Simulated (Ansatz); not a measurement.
WCl4:
```
WCl4
1.0
    5.93958     3.22311     0.00000
   -5.93958     3.22311     0.00000
   -5.35429     0.00000     6.14043
W Cl
2 8
Direct
  0.20381   0.20381   0.00000
  0.79619   0.79619   0.00000
  0.31846   0.68154   0.84564
  0.68154   0.31846   0.15436
  0.78227   0.21773   0.81515
  0.21773   0.78227   0.18485
  0.21266   0.26389   0.69700
  0.78734   0.73611   0.30300
  0.26389   0.21266   0.30300
  0.73611   0.78734   0.69700
```

Relaxed with r²SCAN+D4.

**Question.** Give the Bader charges and basin volumes of the independent atoms, DFT-r²SCAN+D4 in the program Ansatz with PAW potentials.

**Answer.** 

```
atom  Bader charge (e)  Bader volume (Å³)
----  ----------------  -----------------
W1               +1.92               12.1
Cl3              -0.54               25.5
Cl5              -0.44               24.6
Cl7              -0.47               27.6
```

Space group C2/m. The workflow started from a Materials Project entry (that database holds measured and hypothetical structures alike); the Crystallography Open Database copy checked does not list it. Whether it is the stable phase at ambient conditions was not checked. Symmetry was held in the r²SCAN+D4 relaxation; whether a distortion lowers the energy is not shown. The run is not spin-polarised. Spin–orbit coupling is left out wherever it is not named.

Potentials: the later of the program's two PAW sets.
